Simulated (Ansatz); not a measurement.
## Be (hcp)

Level of theory: DFT, r²SCAN, scalar-relativistic, no spin polarisation; plane waves to 500 eV with PAW datasets (Ansatz 0.2.0), Γ-centred 20×20×12 mesh, 0.05 eV Gaussian smearing; PAW files: Ansatz's generated set soft_2.

```
Be
1.0
     2.26622    0.00000    0.00000
    -1.13311    1.96260    0.00000
     0.00000    0.00000    3.55560
Be
2
Cartesian
  0.0000 1.3084 2.6667
  1.1331 0.6542 0.8889
```

At this volume the pressure is 0.08 GPa.

Path: Γ–M–K–Γ–A–L–H–A | L–M | H–K, with Γ = (0.000, 0.000, 0.000), M = (0.500, 0.000, 0.000), K = (0.333, 0.333, 0.000), A = (0.000, 0.000, 0.500), L = (0.500, 0.000, 0.500), H = (0.333, 0.333, 0.500) in reciprocal vectors of the calculation's cell.

Task: Is it a metal or an insulator, and if it has a gap, where are the band edges on this path?

Result: A metal: bands cross the Fermi level.

Levels between -3 and 5 eV from the Fermi level at the path's named points:
```tsv
point	below E_F (eV)	above E_F (eV)
Γ		1.22
M		4.04
K	-2.63 -1.00 -1.00	
A		
L		1.64 1.64
H	-1.08 -1.08	0.41 0.41
```
